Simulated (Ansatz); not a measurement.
Ta₃N₅:
```
CELL_PARAMETERS angstrom
      1.93642    -5.13014     0.00000
      1.93642     5.13014     0.00000
      0.00000     0.00000    10.29560
ATOMIC_POSITIONS crystal
  Ta 0.19678 0.80322 0.25000
  Ta 0.80322 0.19678 0.75000
  Ta 0.86666 0.13334 0.44004
  Ta 0.13334 0.86666 0.55996
  Ta 0.13334 0.86666 0.94004
  Ta 0.86666 0.13334 0.05996
  N  0.04698 0.95302 0.38124
  N  0.95302 0.04698 0.61876
  N  0.95302 0.04698 0.88124
  N  0.04698 0.95302 0.11876
  N  0.69206 0.30794 0.57407
  N  0.30794 0.69206 0.42593
  N  0.30794 0.69206 0.07407
  N  0.69206 0.30794 0.92593
  N  0.23699 0.76301 0.75000
  N  0.76301 0.23699 0.25000
```

Relaxed with r²SCAN.

Map the valence electron density (e/Å³), cut off at 3 on the plane through (0.197, 0.803, 0.250) spanned by u = [0, 0, 1] and v = [1, -1, 0] in lattice vectors, from r²SCAN in the plane-wave PAW code Ansatz.

x is the fraction of u, y of v (the angle between them is 90°; rows are the nearest grid lines); atoms in the plane: Ta at (0.00, 0.00), Ta at (0.50, 0.61), Ta at (0.19, 0.67), Ta at (0.31, 0.94), Ta at (0.69, 0.94), Ta at (0.81, 0.67), N at (0.13, 0.85), N at (0.37, 0.76), N at (0.63, 0.76), N at (0.87, 0.85).
```
y \ x   0.000  0.100  0.175  0.275  0.375  0.450  0.550  0.625  0.725  0.825  0.900   1.00
------  -----  -----  -----  -----  -----  -----  -----  -----  -----  -----  -----  -----
1.00     3.00  0.494  0.322   2.26  0.850   1.39   1.39  0.850   2.26  0.322  0.494   3.00
0.925    1.75  0.904  0.703   3.00   2.69  0.194  0.194   2.69   3.00  0.703  0.904   1.75
0.850   0.192   3.00   2.70  0.692  0.777  0.148  0.148  0.777  0.692   2.70   3.00  0.192
0.775   0.071  0.809  0.966  0.554   3.00  0.577  0.577   3.00  0.554  0.966  0.809  0.071
0.700   0.114  0.563   3.00   1.06   1.88  0.709  0.709   1.88   1.06   3.00  0.563  0.114
0.625    1.58  0.621   3.00  0.594  0.269   3.00   3.00  0.269  0.594   3.00  0.621   1.58
0.550    3.00  0.364  0.168   1.01   1.04   1.93   1.93   1.04   1.01  0.168  0.364   3.00
0.450   0.179  0.053  0.048   1.15   1.07  0.115  0.115   1.07   1.15  0.048  0.053  0.179
0.375   0.021  0.021  0.026  0.106  0.098  0.025  0.025  0.098  0.106  0.026  0.021  0.021
0.300   0.009  0.020  0.027  0.024  0.022  0.012  0.012  0.022  0.024  0.027  0.020  0.009
0.225   0.016  0.078  0.186  0.053  0.022  0.023  0.023  0.022  0.053  0.186  0.078  0.016
0.150   0.066  0.561   2.94  0.237  0.041  0.151  0.151  0.041  0.237   2.94  0.561  0.066
0.0750   1.87  0.824   3.00  0.331  0.149   1.44   1.44  0.149  0.331   3.00  0.824   1.87
0.000    3.00  0.494  0.322   2.26  0.850   1.39   1.39  0.850   2.26  0.322  0.494   3.00
```

The density is the valence pseudo-density with augmentation charge, so density and ELF within about 1 Å of a nucleus are not all-electron values.

Space group Cmcm. The first step of the workflow began from a Materials Project structure, measured or hypothetical; the Crystallography Open Database files this formula in space group No. 63, but the cells were not matched. Whether it is the stable phase at ambient conditions was not checked. Symmetry was held in the r²SCAN relaxation; whether a distortion lowers the energy is not shown. The run is not spin-polarised. Spin–orbit coupling is left out wherever it is not named.

Potentials: the later of the program's two PAW sets.
